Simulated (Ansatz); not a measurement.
**One input, then a changed one: Ag (diamond type)**

First run: DFT, LDA, all-electron PAW with datasets made for the crystal, scalar-relativistic (Ansatz 0.2.0).

Command: `ansatz run input.yaml --threads 1 --pin off --max-ram 2048MiB --backend cpu --events-out ev --progress --plain --runs-dir out` It took 15 s on 1 thread of Arm Neoverse V1 (shared host), peak memory 0.53 GiB.

```yaml
crystal:
  lattice:
    - [0.0, 2.6327581921, 2.6327581921]
    - [2.6327581921, 0.0, 2.6327581921]
    - [2.6327581921, 2.6327581921, 0.0]
  atoms:
    - { symbol: Ag, position: [-0.125, -0.125, -0.125] }
    - { symbol: Ag, position: [0.125, 0.125, 0.125] }
kpoints:
  mp_grid: { grid: [13, 13, 13] }
scf:
  occupations: { method: fermi_dirac, width: 0.05 }
hamiltonian:
  xc: lda
  pseudopotentials: { kind: all_electron, datasets: crystal }
output:
  forces: true
  stress: true
  eigenvalues: true
```

The cell comes from a relaxation on PAW files under the same functional, begun from a prototype that needn't be the stable phase.

This run: volume at 0.7 of the series' base cell.

It converges in 9 SCF iterations at a pressure of 49.1 GPa.

A second input differs as follows:

```diff
   mp_grid: { grid: [13, 13, 13] }
+  KSPACING: 400
 scf:
   occupations: { method: fermi_dirac, width: 0.05 }
+  max_iter: 100
 hamiltonian:
```

Question: What is wrong with it, and what does the program do?

Answer: The change was made to test a keyword of another program. The run is refused before any iteration. The log ends:
```
Error: YAML parse error: error: line 11 column 3: unknown field `KSPACING`, expected one of mp_grid, list, band_path, initial_grid, further_shifts
  --> <input>:11:3
   |
 9 | kpoints:
10 |   mp_grid: { grid: [13, 13, 13] }
11 |   KSPACING: 400
   |   ^ unknown field `KSPACING`, expected one of mp_grid, list, band_path, initial_grid, further_shifts
12 | scf:
13 |   occupations: { method: fermi_dirac, width: 0.05 }
   |
```
